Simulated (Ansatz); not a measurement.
WB2 (space group P6_3/mmc)

```
WB2
1.0
    2.98262     0.00000     0.00000
   -1.49131     2.58303     0.00000
    0.00000     0.00000    13.85588
B W
8 4
Cartesian
  0.00000   1.72202   7.25022
  1.49131   0.86101   6.60566
  1.49131   0.86101   0.32228
  0.00000   1.72202  13.53360
  0.00000   0.00000   3.46397
  0.00000   0.00000  10.39191
  1.49131   0.86101   3.46397
  0.00000   1.72202  10.39191
  0.00000   1.72202   1.87774
  1.49131   0.86101  11.97814
  1.49131   0.86101   8.80568
  0.00000   1.72202   5.05020
```

A phonon eigenvector at Γ is frozen into this cell: atom i moves by Q times the vector below, so Q is the largest atomic displacement, in Å. The cell is held. It is one choice among 2 degenerate patterns.

```csv
atom,x,y,z
B1,0.000,0.131,0.000
B2,0.000,-0.131,0.000
B3,0.000,0.131,0.000
B4,0.000,-0.131,0.000
W9,0.000,1.000,0.000
W10,0.000,-1.000,0.000
W11,0.000,1.000,0.000
W12,0.000,-1.000,0.000
```

Atoms not listed stay in place.

Calculation: LDA (plane waves to 420 eV, PAW, scalar-relativistic; Ansatz, a program for electronic structure). k mesh 14×14×3 (Γ-centred), Fermi-Dirac smearing 0.05 eV. Energies are smeared free energies. With partly filled bands, energies and forces of such displacements shift with the k mesh and the smearing. Spin-orbit coupling is left out, though W is heavy. WB2 is run without spin polarisation. WB2 was relaxed with its symmetry unable to fall. ΔE is measured from the undisplaced structure.

```json
[
 {"Q (Å)": "-0.280", "ΔE (eV/cell)": "2.034"},
 {"Q (Å)": "-0.187", "ΔE (eV/cell)": "0.908"},
 {"Q (Å)": "-0.093", "ΔE (eV/cell)": "0.230"},
 {"Q (Å)": "0.000", "ΔE (eV/cell)": "0.000"},
 {"Q (Å)": "0.093", "ΔE (eV/cell)": "0.230"},
 {"Q (Å)": "0.187", "ΔE (eV/cell)": "0.908"},
 {"Q (Å)": "0.280", "ΔE (eV/cell)": "2.034"}
]
```

Q: Which DFPT wavenumber at Γ belongs to this mode?
A. 140 cm⁻¹
B. 212 cm⁻¹
C. 685 cm⁻¹
D. 454 cm⁻¹

A: A, 140 cm⁻¹. The curvature of the scan gives 140 cm⁻¹

(A displaced cell: forces are minus the slopes of the energy, force constants its curvatures, and phonons follow from these.)
